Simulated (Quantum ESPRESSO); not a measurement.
**Kohn-Sham bands of LiNbO$_{3}$ (R-3)**

```xyz
10
Lattice="-2.6424 4.5768 0.0000 -5.2849 0.0000 0.0000 -2.6424 1.5256 4.8460" Properties=species:S:1:pos:R:3 pbc="T T T"
Li     2.6424    -1.5256     0.4195
Li    -2.6424     1.5256    -0.4195
Nb     0.0000     0.0000     2.0992
Nb     0.0000     0.0000    -2.0992
O      1.7280    -0.1984    -1.2967
O     -1.7280     0.1984     1.2967
O     -1.0358    -1.3972    -1.2967
O      1.0358     1.3972     1.2967
O     -0.6921     1.5957    -1.2967
O      0.6921    -1.5957     1.2967
```

Cell from Materials Project (mp-1078377), symmetrised, no further relaxation. COD (Crystallography Open Database) has the formula in 3 space groups, this one among them (matched by group alone). Computed values, not measurements, from PBEsol: Quantum ESPRESSO (norm-conserving PseudoDojo potentials, cutoff 68 Ry, no spin polarisation, no spin-orbit coupling) on a Γ-centred 4×4×4 mesh, then Wannier90. Density: 8×8×8 mesh, cold smearing 0.01 Ry.

Energies are relative to the valence-band maximum; weights are on the orthonormalised atomic waves of the pseudopotential files, averaged over the group. 68 electrons a cell are treated as valence.

Q: Into which isolated groups do the bands fall, where do they lie and what are they made of?

A: 
| bands | from (eV) | to (eV) | filling | weight on atomic waves |
|---|---|---|---|---|
| 1–2 | -54.01 | -53.94 | filled | Nb 4s 95 % |
| 3–4 | -41.92 | -41.92 | filled | Li 1s 99 % |
| 5–10 | -30.50 | -29.98 | filled | Nb 4p 96 % |
| 11–16 | -16.55 | -14.97 | filled | O 2s 82 %, Nb 4d 9 %, Nb 5s 4 % |
| 17–34 | -4.15 | 0.00 | filled | O 2p 81 %, Nb 4d 15 % |
| 35–40 | 3.79 | 5.20 | empty | Nb 4d 69 %, O 2p 26 % |

The Kohn-Sham gap over both meshes and the path is 3.79 eV.
